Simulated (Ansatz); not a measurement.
A geometry of C away from equilibrium: the start of the relaxation of a relaxed C cell, doubled along one cell vector, shaken by Gaussian noise of σ = 0.08 Å a coordinate. The numbers are results of PBE (plane waves to 420 eV, PAW, scalar-relativistic; Ansatz, a quantum-chemistry and plane-wave program), not measurements. Γ-centred k-mesh 11×11×6 on the run's cell (coarser than for final values), Fermi–Dirac smearing 0.05 eV.

```xyz
4
Lattice="0.0000 1.7858 1.7858 1.7858 0.0000 1.7858 3.5716 3.5716 0.0000" Properties=species:S:1:pos:R:3 pbc="T T T"
C      1.7828     1.7140     1.6064
C      3.6364     3.4019     1.7728
C      2.6314     2.7407     2.7312
C      4.6267     4.4299     2.6937
```

Q: Predict the force on each atom, in eV/Å.

A: 
```csv
atom,Fx,Fy,Fz
C1,-4.87,4.64,8.90
C2,1.45,4.98,-0.06
C3,6.42,-6.27,-7.80
C4,-3.00,-3.35,-1.04
```

Q: What is the pressure?

A: +16.4 GPa, compression positive.

Q: How far above the relaxed end point is this geometry?

A: 0.52 eV/atom; the path ends in Fd-3m (No. 227) (diamond type).

No spin polarisation in the result.
